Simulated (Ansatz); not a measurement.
ZnSO₄:
```
CELL_PARAMETERS angstrom
      0.00000     3.89613     3.89613
      3.89613     0.00000     3.89613
      3.89613     3.89613     0.00000
ATOMIC_POSITIONS crystal
  Zn 0.75000 0.75000 0.75000
  S  0.00000 0.00000 0.00000
  O  0.89094 0.32719 0.89094
  O  0.32719 0.89094 0.89094
  O  0.89094 0.89094 0.89094
  O  0.89094 0.89094 0.32719
```

x, y and z are the axes in which the lattice vectors are written.

Task: Give the high-frequency dielectric tensor and the Born effective charge tensors of the independent atoms from DFPT, PBEsol (plane waves, PAW; program Ansatz).

Result: 
ε∞:
```
2.09  0.00  0.00
0.00  2.09  0.00
0.00  0.00  2.09
```
Z* of atom 1 (Zn), rows: field, columns: displacement, in e:
```
2.37  0.00  0.00
0.00  2.37  0.00
0.00  0.00  2.37
```
Z* of atom 2 (S), rows: field, columns: displacement, in e:
```
3.88  0.00  0.00
0.00  3.88  0.00
0.00  0.00  3.88
```
Z* of atom 3 (O), rows: field, columns: displacement, in e:
```
-1.56   0.76  -0.76
 0.76  -1.56   0.76
-0.76   0.76  -1.56
```

Static charges for comparison (Bader): Zn1 +1.47, S2 +4.00, O3 -1.37 e. Born charges measure polarisation by displacement and can exceed these by far.

Space group F-43m. The first step of the workflow began from a Materials Project structure, measured or hypothetical; the Crystallography Open Database files this formula in space group No. 216, but the cells were not matched. Whether it is the stable phase at ambient conditions was not checked. The cell was relaxed with PBEsol under the symmetry of its start; whether a distortion lowers the energy is not shown.

Potentials: the later of the program's two PAW sets.
